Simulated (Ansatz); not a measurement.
CaRhO3: do energies and stresses tell the same story?

Level of theory: Ansatz 0.2.0, DFT PBEsol, scalar-relativistic, plane waves, PAW.

Plane waves to 420 eV, a k mesh through Γ of 12×12×6 on the computed 10-atom cell and Gaussian smearing (0.10 eV); collinear spin from starting moments 0 0 0.48 0.48 0.16 0.16 0.11 0.11 0.11 0.11 μB.

Relaxed cell: Cmcm, a = 3.105 Å, b = 9.698 Å, c = 7.253 Å, α = 90.00°, β = 90.00°, γ = 90.00°, 10 atoms in the primitive cell. Whether it is the stable form of this composition wasn't checked.

Energies at zero smearing and pressures from the stress tensor, at volumes with shape and atoms relaxed:
```csv
V (Å³/atom),E − E(first) (meV/atom),P (GPa)
10.264,0.00,11.88
10.591,-17.72,5.46
10.919,-23.28,0.00
11.246,-18.51,-4.63
11.574,-5.03,-8.52
```

**Question.** Check P = −dE/dV between neighbouring volumes, and get the bulk modulus from the pressures alone.

**Answer.** With 1 eV/Å³ = 160.2 GPa:
```csv
middle V (Å³/atom),−ΔE/ΔV (GPa),mean P (GPa)
10.427,8.666,8.673
10.755,2.720,2.728
11.083,-2.332,-2.320
11.410,-6.592,-6.577
```

The two differ by 0.01 GPa at most. The mean of two end pressures misses the average over a step by about ΔV² P″/12, up to 0.09 GPa here; with that taken off 0.08 GPa remains. The stress is the derivative of the free energy, not of the energy at zero smearing, and with free energies 0.01 GPa remains. Around V = 10.919 Å³/atom, the two neighbours give B = −V ΔP/ΔV = 10.919 × 10.10 / 0.655 = 168.3 GPa, against B0 = 167.4 GPa from the Birch–Murnaghan fit of the energies.

Only this magnetic start was tried.